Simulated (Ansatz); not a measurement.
Ta2O5:
```xyz
7
Lattice="3.2435 0.0000 0.0000 0.0000 3.7570 0.0000 0.0000 0.0000 37.0000" Properties=species:S:1:pos:R:3 pbc="T T F"
O      2.2061     1.8785    21.2578
Ta     0.7039     1.8785    20.2152
Ta     2.5396     1.8785    16.7848
O      0.3664     0.0000    19.9984
O      2.8771     0.0000    17.0016
O      1.0374     1.8785    15.7422
O      1.6217     1.8785    18.5000
```
The layer is periodic in x and y and isolated along z.

Relaxed with r²SCAN+D4.

Task: Tabulate the total density of states from DFT-r²SCAN+D4 in the program Ansatz with PAW potentials.

Result: States/eV per cell of 7 atoms, means over 0.25 eV bins, energy of the bin centre from the valence-band maximum.

```csv
E (eV),total
-5.75,0.00
-5.50,6.29
-5.25,6.09
-5.00,2.30
-4.75,4.40
-4.50,6.95
-4.25,6.65
-4.00,5.20
-3.75,5.53
-3.50,6.45
-3.25,7.06
-3.00,5.53
-2.75,4.24
-2.50,4.71
-2.25,4.98
-2.00,5.43
-1.75,6.59
-1.50,4.31
-1.25,6.08
-1.00,6.66
-0.75,7.81
-0.50,2.75
-0.25,1.96
0.00,2.04
0.25,0.00
0.50,0.00
0.75,0.00
1.00,0.00
1.25,0.00
1.50,0.00
1.75,0.00
2.00,0.00
2.25,0.00
2.50,0.00
2.75,0.00
3.00,0.00
3.25,0.46
3.50,0.73
3.75,1.02
4.00,1.98
4.25,2.55
4.50,3.35
4.75,4.72
5.00,4.69
5.25,3.72
5.50,4.72
5.75,6.59
6.00,6.20
6.25,3.83
6.50,3.56
6.75,3.51
7.00,3.80
7.25,4.07
```

Space group P2/m. The layer was cut from a bulk entry of the Materials Project (measured or hypothetical); whether that bulk phase is the ambient one, and whether the layer has been isolated, was not checked. The cell was relaxed with r²SCAN+D4 under the symmetry of its start; whether a distortion lowers the energy is not shown. No spin polarisation was allowed. Scalar-relativistic: spin–orbit coupling is off unless named, which matters more the heavier the elements.

Potentials: the later of the program's two PAW sets.
